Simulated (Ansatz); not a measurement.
The cell comes from COD entry 9008813, which wasn't checked; take it as a given geometry. The listed cell was then made from it by scaling, straining or moving an atom.

CuPd: DFT, PBEsol, PAW with Ansatz's default frozen-core files, scalar-relativistic (Ansatz 0.2.0). What sets it apart from a plain run of this crystal: equal xx and yy strain of +2 %.

Command: `ansatz run input.yaml --threads 1 --pin off --max-ram 3072MiB --backend cpu --events-out ev --progress --plain --runs-dir out` The run took 5.6 s on 1 thread of Intel(R) Xeon(R) 6975P-C (Granite Rapids) (shared host), peak memory 0.53 GiB.

```yaml
crystal:
  lattice:
    - [3.04776, 0.0, 0.0]
    - [0.0, 3.04776, 0.0]
    - [0.0, 0.0, 2.988]
  atoms:
    - { symbol: Cu, position: [0.0, 0.0, 0.0] }
    - { symbol: Pd, position: [0.5, 0.5, 0.5] }
kpoints:
  mp_grid: { grid: [14, 14, 14] }
scf:
  occupations: { method: fermi_dirac, width: 0.05 }
hamiltonian:
  xc: pbesol
  pseudopotentials: { kind: paw }
output:
  forces: true
  stress: true
  eigenvalues: true
  efg: { contact_densities: true }
```

Output (standing set-up lines are left out):

```
Crystal: 2 atoms, lattice volume = 27.755 Å³
Basis set: ecut = 420 eV, 513 PW (Γ), exchange–correlation on 48×48×40 points (8 copies of the dense FFT grid, shifted against one another)
Symmetry: 16 space group operations
Space group: P4/mmm (ITA 123), of the structure as read, at distance tolerance 3.0e-5 Å
k-points: 288 of 2744
SCF iter   1: F=—  HF=-13495.590587 eV  |F-HF|=—  |Δ(HF+E_count)|=         —  Δρ=1.52e-2  dr2=3.95e-2  ethr=1.77e-3  ⟨swp⟩=5.7  Hψ=26687  notcnv=0
preconditioner: auto → none  [metal: Δε(μ)=0.006 eV  Ē_g=10.174 eV  σ=0.050 eV  W_gap=0.03  n_scr=6 (ndim 8)  ℏωp=32.3 eV  f_vac=0.000  D(μ)=1.65/eV (n_scr^D=18)  sad-step TF]
SCF iter   2: F=—  HF=-13495.583661 eV  |F-HF|=—  |Δ(HF+E_count)|=   6.93e-3  Δρ=5.07e-3  dr2=6.57e-3  ethr=1.07e-4  ⟨swp⟩=2.6  Hψ=13006  notcnv=0  defer=63
SCF iter   3: F=—  HF=-13495.582288 eV  |F-HF|=—  |Δ(HF+E_count)|=   1.37e-3  Δρ=1.04e-3  dr2=1.45e-4  ethr=1.78e-5  ⟨swp⟩=2.4  Hψ=10064  notcnv=0  defer=63
SCF iter   4: F=—  HF=-13495.582250 eV  |F-HF|=—  |Δ(HF+E_count)|=   3.79e-5  Δρ=2.08e-4  dr2=1.30e-5  ethr=3.93e-7  ⟨swp⟩=2.2  Hψ=11159  notcnv=0  defer=63
SCF iter   5: F=—  HF=-13495.582222 eV  |F-HF|=—  |Δ(HF+E_count)|=   2.75e-5  Δρ=2.68e-5  dr2=1.36e-7  ethr=3.53e-8  ⟨swp⟩=1.9  Hψ=8371  notcnv=0  defer=63
SCF iter   6: F=-13495.582222 eV  HF=-13495.582222 eV  |F-HF|=7.37e-10  |Δ(HF+E_count)|=   1.95e-8  Δρ=2.18e-6  dr2=9.05e-10  ethr=2.70e-10  ⟨swp⟩=5.3  Hψ=24548  notcnv=0
SCF 1 converged in 6 iterations: F = -13495.582222 eV  dr2 = 9.05e-10
  greatest PAW one-centre occupation: 1.000 electrons in one spin orbital (limit 2), on the Cu atom at site 0 (counted from 0), in its partial waves of l = 0
SCF converged after 6 iterations
Free energy (F): -13495.582222 eV
Harris-Foulkes:  -13495.582222 eV  (|F-HF|=7.37e-10)
Internal energy: -13495.569041 eV  (E = F + TS)
E sigma→0 (E₀):  -13495.575632 eV
Entropy (-TS):   -0.013181 eV (-6.591 meV/atom)
Fermi energy:    16.862331 eV
--- Per-component energies (eV) ---
  E_band       = -520.929304
  E_kinetic    = 812.651700
  E_local      = -6015.174647  (includes V_loc(G=0)·N_el)
  E_nonlocal   = 613.302711
  E_hartree    = 2588.119765
  E_xc         = -255.632800
  E_vxc        = -325.128790  (∫ρ·V_xc dr)
  E_paw        = -5313.298933  (= ΣΔE_a)
  E_vpaw       = -782.821228  (= ΣTr[D̂ρ^β])
  E_aug_tail   = 0.000484  (compensation charges beyond the density's cutoff)
  E_ewald      = -5926.046047
  E_core_change = 0.508726  (= ΣΔE_core)
  E_smearing   = -0.013181  (= −TS)
  E_closure    = -0.000000  (closes the sum)
  Σ components = -13495.582222   (vs F -13495.582222, Δ=0.00e0)
--- Forces (eV/Å), atoms counted from 1 ---
  atom   1  Cu     0.00000000     0.00000000     0.00000000
  atom   2  Pd     0.00000000    -0.00000000    -0.00000000
  max |Σ_I F_I| component: 6.25e-29 eV/Å
--- Stress (GPa, compression-positive) ---
      -10.444108      -0.000000      -0.000000
       -0.000000     -10.444108      -0.000000
       -0.000000      -0.000000      -9.878906
  P = ⅓ Tr σ = -10.2557 GPa (-102.557 kbar)
--- PAW observables at the nuclei: V_zz in 10²¹ V/m², potentials from the cell's mean, atoms counted from 1 ---
  atom   1  Cu V_zz =    +0.056458   η = 0.0000   by run symmetry: allowed
            electrostatic potential = -3763.574377 V   contact ρ = 147253.421835 e/Å³
  atom   2  Pd V_zz =    -0.392421   η = 0.0000   by run symmetry: allowed
            electrostatic potential = -7252.205143 V   contact ρ = 864338.531588 e/Å³
--- Band table (eV; the first three rows and the last of 288) ---
  k-point 0: bands = ["-94.4391", "-66.7536", "-51.9676", "-51.9656", "-51.9656", "-32.4722", "-32.4722", "-32.4617", "9.3137", "12.6087", "12.6189", "14.5115", "14.6087", "14.6087", "15.7815", "15.8843", "16.7386", "16.7386", "16.7544", "25.3663", "25.3663", "26.0177", "32.2923"]
  k-point 1: bands = ["-94.4391", "-66.7533", "-51.9680", "-51.9656", "-51.9656", "-32.4719", "-32.4719", "-32.4663", "9.4117", "12.6472", "12.6690", "14.5370", "14.6052", "14.6052", "15.8007", "15.8466", "16.6476", "16.6476", "16.7269", "25.3722", "25.5665", "25.5665", "32.2391"]
  k-point 2: bands = ["-94.4391", "-66.7525", "-51.9691", "-51.9655", "-51.9655", "-32.4790", "-32.4709", "-32.4709", "9.7008", "12.7608", "12.8091", "14.5977", "14.5977", "14.6123", "15.7351", "15.8566", "16.4041", "16.4041", "16.6461", "23.9489", "26.1364", "26.1364", "32.0873"]
  k-point 287: bands = ["-94.4382", "-66.7390", "-51.9747", "-51.9707", "-51.9707", "-32.5389", "-32.5296", "-32.5296", "13.1850", "13.1850", "13.2455", "14.3735", "14.3735", "14.4079", "15.7013", "15.7301", "16.6319", "16.7245", "22.9646", "24.5437", "24.6095", "24.6095", "25.7451"]
```

Spin polarisation is left out, and whether a magnetic state lies lower isn't shown here.
